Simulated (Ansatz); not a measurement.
## Barrier of one jump, H in Nb

Method: Ansatz 0.2.0, DFT PBEsol, scalar-relativistic, plane waves, PAW. Run with 420 eV cutoff, 3×3×3 k-mesh, Gaussian smearing of 0.10 eV, no spin polarisation.

Host crystal, relaxed:

```
Nb
1.0
    -1.63607    1.63607    1.63607
     1.63607   -1.63607    1.63607
     1.63607    1.63607   -1.63607
Nb
1
Direct
  0.00000 0.00000 0.00000
```

In a supercell of 20 host sites, interstitial H hops to an equivalent place, moving 1.15 Å between the relaxed ends. Climbing-image nudged elastic band at fixed cell with images 0 (start) to 4 (end), the path measured over all atoms, converged to 0.05 eV/Å; the order of the saddle wasn't checked, and the small cell leaves errors of about a tenth of an eV. Zero-point motion and tunnelling, which matter for H, are left out.

Supercell rows in host cell vectors: -1 -1 -3; -1 -3 -1; -3 -1 -1. H was set at (0.250, 0.500, 0.750) of the host cell.

At the relaxed start H has 1 Nb at 1.89 Å, 3 Nb at 1.90 Å, 4 Nb at 2.95 Å.

(1) What barrier does the band give, and what surrounds the atom at the top?

Answers

(1) 0.16 eV at image 2, where H has 1 Nb at 1.83 Å, 1 Nb at 1.84 Å, 1 Nb at 1.89 Å, 2 Nb at 2.35 Å, 1 Nb at 2.80 Å.

Cost: 1 run of about 22 core-minutes, on Arm Neoverse V2 (shared hosts).